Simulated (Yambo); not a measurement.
KBr (rock salt, space group Fm-3m, No. 225), G0W0@PBEsol in Yambo; all else as in the reference (4×4×4 Γ-centred k mesh, 125 bands and a 8 Ry block in the screening, 125 bands in G with the Bruneval-Gonze terminator, plasmon pole fitted at 27.2 eV). One parameter is varied: the cutoff of the exchange sum, over 5, 10, 20, 40, 74 Ry.

From which value on does the gap Γ → Γ stay within 0.05 eV of the largest setting?

From 10 Ry on.
```tsv
cutoff of the exchange sum (Ry)	G0W0 gap (eV)	valence shift (eV)
5	6.90	-1.61
10	6.97	-1.87
20	6.96	-1.90
40	6.96	-1.90
74	6.96	-1.90
```
The last step of the sweep still moves the gap by 0 meV; the other settings are held fixed.

Spin-orbit coupling is not included.

Geometry relaxed with PBEsol; primitive cell a = 4.6306 Å, b = 4.6306 Å, c = 4.6306 Å, α = 60.00°, β = 60.00°, γ = 60.00°.

A shift is the quasiparticle energy of the state minus its PBEsol energy.
